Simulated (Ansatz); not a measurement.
**Cd3Se2S (P6_3mc) at 2 levels of theory**

One geometry, relaxed with PBE; plane waves with PAW potentials in Ansatz, scalar-relativistic. No spin polarisation. Gaps are the least over mesh and band path; pressure is positive in compression.

```
CELL_PARAMETERS angstrom
4.31973 0.00000 0.00000
-2.15987 3.74100 0.00000
0.00000 0.00000 21.14794
ATOMIC_POSITIONS crystal
Cd 0.66667 0.33333 0.16692
Cd 0.66667 0.33333 0.49562
Cd 0.66667 0.33333 0.83814
Cd 0.33333 0.66667 0.99562
Cd 0.33333 0.66667 0.33814
Cd 0.33333 0.66667 0.66692
Se 0.66667 0.33333 0.29383
Se 0.66667 0.33333 0.62277
Se 0.33333 0.66667 0.12277
Se 0.33333 0.66667 0.79383
S 0.66667 0.33333 0.95971
S 0.33333 0.66667 0.45971
```

| level | cutoff (eV) | k mesh | gap (eV) | pressure (GPa) |
| --- | --- | --- | --- | --- |
| PBE | 420 | 6×6×2 | 0.62 | 0.0 |

Task: What comes out on the same cell with r2SCAN?

Result:
```json
{"level": "r2SCAN", "cutoff (eV)": "500", "k mesh": "6×6×2", "gap (eV)": "1.09", "pressure (GPa)": "-1.5"}
```

It was reached by relaxing an invented guess, and it needn't be the stable form of this composition.
